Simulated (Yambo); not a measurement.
BSE-type run in Yambo on CaCd₂P₂ (space group P-3m1, No. 164), at zero momentum.

Quantum ESPRESSO step (PBEsol, PseudoDojo standard norm-conserving files, fully relativistic):
```
&CONTROL
  calculation = 'nscf'
  pseudo_dir = './pseudo'
  outdir = './out'
/
&SYSTEM
  ibrav = 0
  nat = 5
  ntyp = 3
  ecutwfc = 102.0
  ecutrho = 408.0
  occupations = 'fixed'
  force_symmorphic = .true.
  nbnd = 147
  noncolin = .true.
  lspinorb = .true.
/
&ELECTRONS
  conv_thr = 5e-09
  diago_full_acc = .true.
  diago_thr_init = 1e-08
/
ATOMIC_SPECIES
P 30.9738 P.upf
Ca 40.0780 Ca.upf
Cd 112.4140 Cd.upf
CELL_PARAMETERS angstrom
  4.292310216000   0.000000000000   0.000000000000
 -2.146155108000   3.717249688000   0.000000000000
  0.000000000000   0.000000000000   7.055450000000
ATOMIC_POSITIONS crystal
P   0.666666667000   0.333333333000   0.759470000000
P   0.333333333000   0.666666667000   0.240530000000
Ca   0.000000000000   0.000000000000   0.000000000000
Cd   0.333333333000   0.666666667000   0.638110000000
Cd   0.666666667000   0.333333333000   0.361890000000
K_POINTS automatic
6 6 2 0 0 0
```

Yambo input:
```
rim_cut
optics
bse
bss
dipoles
em1s
RandQpts= 1000000
RandGvec= 1 Ry
FFTGvecs= 40 Ry
Chimod= "HARTREE"
BSKmod= "SEX"
BSEmod= "resonant"
BSSmod= "hs"
BSENGexx= 15 Ry
BSENGBlk= 3 Ry
% KfnQP_E
 0.701 | 1.0 | 1.0 |
%
% BSEQptR
 1 | 1 |
%
% BSEBands
 51 | 78 |
%
% BEnRange
 0.0 | 6.6 | eV
%
% BDmRange
 0.15 | 0.15 | eV
%
BEnSteps= 132
% BLongDir
 0.0 | 0.0 | 1.0 |
%
BSHayTrs= -0.02
BSSNEig= 48
WRbsWF
% BndsRnXs
 19 | 142 |
%
NGsBlkXs= 3 Ry
% LongDrXs
 1.0 | 1.0 | 1.0 |
%
```

From the report:

The dimension is k points × valence × conduction bands = 72 × 10 × 18 = 12960.
```
  [SLEPC] Approach                          : Krylov-Schur
  [SLEPC] Number of requested eigenvalues   :   48
  [SLEPC] Number of eigenvalues        [NEV]:   48
   [K] Dimension                                    :  12960
   [K] Bands                                        :   51   78
   [K] Exchange res                                 : yes
   [K] Correlation res                              : yes
   [K] W interaction is bare                        : no
   [K] RL vectors exchange                          :   725
   [K] RL vectors correlation                       :   73
   [W] Matrix size                                  :   73
   [W] Bands                                        :   19  142
   [W] Coulomb Cutoff                               : none
   [W] Hxc Kernel                                   : HARTREE
```

Geometry of the Materials Project entry, not relaxed at this level.
